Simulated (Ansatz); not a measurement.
NaC₈:
```
CELL_PARAMETERS angstrom
      4.97561     0.00000     0.00000
     -2.48781     4.30901     0.00000
      0.00000     0.00000     4.49012
ATOMIC_POSITIONS crystal
  C  0.16734 0.33469 0.00000
  C  0.16734 0.83266 0.00000
  C  0.66667 0.33333 0.00000
  C  0.66531 0.83266 0.00000
  C  0.33469 0.16734 0.00000
  C  0.33333 0.66667 0.00000
  C  0.83266 0.16734 0.00000
  C  0.83266 0.66531 0.00000
  Na 0.00000 0.00000 0.50000
```

Relaxed with PBE+D3(BJ). Special points in fractions of this cell's reciprocal vectors: Γ (0.000, 0.000, 0.000); M (0.500, 0.000, 0.000); K (0.333, 0.333, 0.000); A (0.000, 0.000, 0.500); L (0.500, 0.000, 0.500); H (0.333, 0.333, 0.500).

**Question.** List the band energies nearest the Fermi level at these points for plane-wave PAW PBE+D3(BJ) (Ansatz code).

**Answer.** In eV from the Fermi level; about four levels below and three above (degenerate sets whole), none deeper than 8.9 eV; points with the same levels are listed once.

```tsv
k	below	above
Γ	-4.27 -4.27 -3.97 -3.97 -3.57	0.14 0.21 0.21
M	-6.25 -6.25 -4.31 -4.04	1.24 1.29 2.04
K	-6.63 -6.63 -1.50 -1.50	2.69 2.70 2.70
A	-3.81 -0.28 -0.28 -0.20	3.12 5.69 5.69
L	-6.25 -6.25 -4.56 -4.38	0.99 1.15 4.77
H	-6.99 -6.99 -1.72 -1.72	4.60 4.60 4.63
```

Space group P6/mmm. A made-up cell: these elements were put on the sites of a structure type; neither database checked (COD, Materials Project) lists it. Its standing as an ambient phase is unchecked. The PBE+D3(BJ) relaxation kept the symmetry of its start; of distortions, only those at the zone centre were tested.

Potentials: the later of the program's two PAW sets.
